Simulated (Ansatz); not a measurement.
CuAu:
Space group P4/mmm (No. 123); a = 2.8772 Å, b = 2.8772 Å, c = 3.6243 Å, α = 90.00°, β = 90.00°, γ = 90.00°

| atom | site | symmetry | x | y | z |
|---|---|---|---|---|---|
| Au | 1a | 4/mmm | 0.0000 | 0.0000 | 0.0000 |
| Cu | 1d | 4/mmm | 0.5000 | 0.5000 | 0.5000 |

Relaxed at zero pressure with plane-wave PAW PBE (Ansatz code).

Task: The volume is raised by 9 % and shape and atoms relax at that volume. What pressure results, and how do the axes share the change?

Result: -9.5 GPa; a 2.7 %, b 2.7 %, c 3.3 %; the energy rises by 44 meV/atom.

Task: Give the new structure.

Result: 
Space group P4/mmm (No. 123); a = b = 2.956 Å, c = 3.743 Å, α = β = γ = 90.00°

```json
[
 {"atom": "Au", "site": "1a", "symmetry": "4/mmm", "x": "0.0000", "y": "0.0000", "z": "0.0000"},
 {"atom": "Cu", "site": "1d", "symmetry": "4/mmm", "x": "0.5000", "y": "0.5000", "z": "0.5000"}
]
```

The phase is kept; no other phase was compared at this pressure.

Symmetry was held in the PBE relaxation; of distortions, only those at the zone centre were tested. No spin polarisation was allowed. Axis ratios of metals converge slowly with the k-mesh, so a and c are less sure than the volume. Scalar-relativistic: spin–orbit coupling is off unless named, which matters more the heavier the elements.

Potentials: the later of the program's two PAW sets.
